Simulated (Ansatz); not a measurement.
Starting cell, SiC (wurtzite):

```
CELL_PARAMETERS angstrom
      6.18391     0.00000     0.00000
     -1.54598     2.67771     0.00000
      0.00000     0.00000     5.07427
ATOMIC_POSITIONS crystal
  Si 0.33333 0.33333 0.00052
  Si 0.83333 0.33333 0.00052
  Si 0.16667 0.66667 0.50052
  Si 0.66667 0.66667 0.50052
  C  0.33333 0.33333 0.62468
  C  0.83333 0.33333 0.62468
  C  0.16667 0.66667 0.12468
  C  0.66667 0.66667 0.12468
```

A phonon eigenvector at M = (0.5, 0.0, 0.0) is frozen into this cell: atom i moves by Q times the vector below, so Q is the largest atomic displacement, in Å. The cell is held. (q is in reciprocal vectors of the primitive cell; the cell shown is doubled to hold the pattern.)

| atom | x | y | z |
|---|---|---|---|
| Si1 | 0.171 | 0.099 | 0.059 |
| Si2 | -0.171 | -0.099 | -0.059 |
| Si3 | 0.171 | 0.099 | -0.059 |
| Si4 | -0.171 | -0.099 | 0.059 |
| C5 | -0.291 | -0.168 | -0.942 |
| C6 | 0.291 | 0.168 | 0.942 |
| C7 | -0.291 | -0.168 | 0.942 |
| C8 | 0.291 | 0.168 | -0.942 |

The numbers are results of PBE (plane waves to 420 eV, PAW, scalar-relativistic; Ansatz, a first-principles code), not measurements. k mesh 6×12×7 (Γ-centred), Fermi-Dirac smearing 0.05 eV. SiC was relaxed with its symmetry unable to fall. 

```tsv
Q (Å)	−dE/dQ from forces (eV/Å)
-0.180	20.943
-0.150	17.313
-0.120	13.759
-0.090	10.265
-0.060	6.817
-0.030	3.401
0.000	0.000
0.030	-3.401
0.060	-6.817
0.090	-10.265
0.120	-13.759
0.150	-17.313
0.180	-20.943
```

What harmonic wavenumber does the curvature at Q = 0 give?

764 cm⁻¹. E″ = 113.27 eV/Å², M = Σ mᵢ|uᵢ|² = 52.8 u, ν̃ = 521.5·√(|E″|/M).

(A displaced cell: forces are minus the slopes of the energy, force constants its curvatures, and phonons follow from these.)
